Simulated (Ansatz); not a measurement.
A plane-wave DFT run in Ansatz 0.2.0 (scalar-relativistic PAW potentials unless the input names others): input and command.

```yaml
crystal:
  lattice:
    - [11.576415547, 0.0, 0.0]
    - [0.0, 7.7027822224, 0.0]
    - [0.0, 0.0, 6.3797110472]
  atoms:
    - { symbol: Tl, position: [0.2944284024, 0.25, 0.499757341] }
    - { symbol: Tl, position: [0.7944284024, 0.25, 1.000242659] }
    - { symbol: Tl, position: [0.7055715976, 0.75, 0.500242659] }
    - { symbol: Tl, position: [0.2055715976, 0.75, -0.000242659] }
    - { symbol: Br, position: [0.5106818573, 0.25, 0.4999181458] }
    - { symbol: Br, position: [1.0106818573, 0.25, 1.0000818542] }
    - { symbol: Br, position: [0.4893181427, 0.75, 0.5000818542] }
    - { symbol: Br, position: [-0.0106818573, 0.75, -8.18542e-05] }
    - { symbol: Br, position: [0.1624806725, 0.5182697289, 0.5001890806] }
    - { symbol: Br, position: [0.6624806725, -0.0182697289, 0.9998109194] }
    - { symbol: Br, position: [0.8375193275, 1.0182697289, 0.4998109194] }
    - { symbol: Br, position: [0.3375193275, 0.4817302711, 0.0001890806] }
    - { symbol: Br, position: [0.8375193275, 0.4817302711, 0.4998109194] }
    - { symbol: Br, position: [0.3375193275, 1.0182697289, 0.0001890806] }
    - { symbol: Br, position: [0.1624806725, -0.0182697289, 0.5001890806] }
    - { symbol: Br, position: [0.6624806725, 0.5182697289, 0.9998109194] }
basis:
  ecutwfc: 500
kpoints:
  mp_grid: { grid: [2, 4, 4] }
hamiltonian:
  xc: r2scan
scf:
  occupations: { method: methfessel_paxton, width: 0.01 }
output:
  forces: true
  eigenvalues: true
  stress: true
```

```bash
ansatz run input.yaml --threads 4 --pin off --max-ram 10240MiB --backend cpu --events-out ev --progress --plain --runs-dir out
```

Abridged log:
```
Basis set: ecut = 500 eV, 14413 PW (Γ), exchange–correlation on 360×240×192 points (64 copies of the dense FFT grid, shifted against one another)
Bands: 84, of which v1, the nominal top of the filled ones, is band 68 counted from 1 (67 counted from 0)
Symmetry: 8 space group operations
k-points: 18 of 32
SCF iter   1: F=—  HF=-79356.659655 eV  |F-HF|=—  |Δ(HF+E_count)|=         —  Δρ=5.42e-3  dr2=1.83e-1  dr2_τ=1.37e-1  ethr=1.77e-3  ⟨swp⟩=7.8  Hψ=6940  notcnv=0  defer=25
SCF iter   2: F=—  HF=-79356.672506 eV  |F-HF|=—  |Δ(HF+E_count)|=   1.29e-2  S|Δr|=    0.00e0  Δρ=2.33e-3  dr2=3.75e-2  dr2_τ=1.54e-3  ethr=1.34e-4  ⟨swp⟩=2.8  Hψ=2919  notcnv=0  defer=216
SCF iter   3: F=—  HF=-79356.666935 eV  |F-HF|=—  |Δ(HF+E_count)|=   5.57e-3  S|Δr|=    0.00e0  Δρ=4.06e-4  dr2=1.42e-3  dr2_τ=5.55e-5  ethr=2.76e-5  ⟨swp⟩=2.2  Hψ=2090  notcnv=0  defer=126
automatic band count: iteration 3 solves 79 bands in place of 84: the levels show a gap, and the empty bands left out lie too high to hold charge; the band table lists the bands solved (type scf.n_extra_bands for more)
SCF iter   4: F=—  HF=-79356.667249 eV  |F-HF|=—  |Δ(HF+E_count)|=   3.14e-4  S|Δr|=    0.00e0  Δρ=1.14e-4  dr2=6.92e-5  dr2_τ=6.96e-6  ethr=1.04e-6  ⟨swp⟩=2.0  Hψ=2381  notcnv=0  defer=126
SCF iter   5: F=—  HF=-79356.667294 eV  |F-HF|=—  |Δ(HF+E_count)|=   4.47e-5  S|Δr|=    0.00e0  Δρ=2.34e-5  dr2=5.30e-6  dr2_τ=3.62e-7  ethr=5.08e-8  ⟨swp⟩=2.0  Hψ=2276  notcnv=0  defer=126
SCF iter   6: F=—  HF=-79356.667295 eV  |F-HF|=—  |Δ(HF+E_count)|=   1.64e-6  S|Δr|=    0.00e0  Δρ=7.11e-6  dr2=3.78e-7  dr2_τ=5.70e-8  ethr=3.90e-9  ⟨swp⟩=2.0  Hψ=2099  notcnv=0  defer=126
SCF iter   7: F=-79356.667296 eV  HF=-79356.667296 eV  |F-HF|=1.57e-8  |Δ(HF+E_count)|=   1.17e-7  S|Δr|=    0.00e0  Δρ=1.77e-6  dr2=2.43e-8  dr2_τ=1.59e-9  ethr=7.35e-11  ⟨swp⟩=11.1  Hψ=6569  notcnv=0
SCF 1 converged in 7 iterations: F = -79356.667296 eV  dr2 = 2.43e-8
SCF converged after 7 iterations
Stability not checked: this state was not tested for a lower state beside it, because cold or Methfessel-Paxton smearing, or corrected tetrahedra, fill the levels in a way that the test cannot read (fill_not_monotonic; see scf.lower_state_search)
Free energy (F): -79356.667296 eV
Harris-Foulkes:  -79356.667296 eV  (|F-HF|=1.57e-8)
Internal energy: -79356.667296 eV  (E = F + TS)
E sigma→0 (E₀):  -79356.667296 eV
Fermi energy:    2.444167 eV
Step filling:    the computed levels leave a gap of 1.3070 eV = 130.7 smearing widths at the electron count; against every level under it full and every level over it empty, smearing changes F+E_penalty+E_count by +0.00e0 meV and its σ→0 estimate by +0.00e0 meV
--- Forces (eV/Å), atoms counted from 1 ---
  atom   1  Tl     0.00078443     0.00000000     0.00047389
  atom   2  Tl     0.00078443     0.00000000    -0.00047389
  atom   3  Tl    -0.00078443     0.00000000    -0.00047389
  atom   4  Tl    -0.00078443     0.00000000     0.00047389
  atom   5  Br     0.00119647     0.00000000    -0.00020549
  atom   6  Br     0.00119647     0.00000000     0.00020549
  atom   7  Br    -0.00119647     0.00000000     0.00020549
  atom   8  Br    -0.00119647     0.00000000    -0.00020549
  atom   9  Br    -0.00217427     0.00164246    -0.00027174
  atom  10  Br    -0.00217427    -0.00164246     0.00027174
  atom  11  Br     0.00217427     0.00164246     0.00027174
  atom  12  Br     0.00217427    -0.00164246    -0.00027174
  atom  13  Br     0.00217427    -0.00164246     0.00027174
  atom  14  Br     0.00217427     0.00164246    -0.00027174
  atom  15  Br    -0.00217427    -0.00164246    -0.00027174
  atom  16  Br    -0.00217427     0.00164246     0.00027174
--- Stress (GPa, compression-positive) ---
        0.001314       0.000000       0.000000
        0.000000      -0.004827       0.000000
        0.000000       0.000000       0.000598
  P = ⅓ Tr σ = -0.0010 GPa (-0.010 kbar)
```

Apart from outputs, empty bands and the relaxation, which only the reference makes, the input differs from a reference run on usual settings in scf.occupations.method: "gaussian" → "methfessel_paxton"; scf.occupations.width: 0.02 → 0.01. The reference, at the same geometry, ended its own course with pressure 0.00 GPa, largest force 0.003 eV/Å, gap on the mesh 1.31 eV. This run converged in 7 SCF iterations with an energy at zero smearing within 0.01 meV/atom of the reference's, pressure 0.00 GPa, largest force 0.003 eV/Å, gap on the mesh 1.31 eV.

The run took 15 s on 4 threads of Intel(R) Xeon(R) 6975P-C (Granite Rapids) (shared host), peak memory 3 GiB.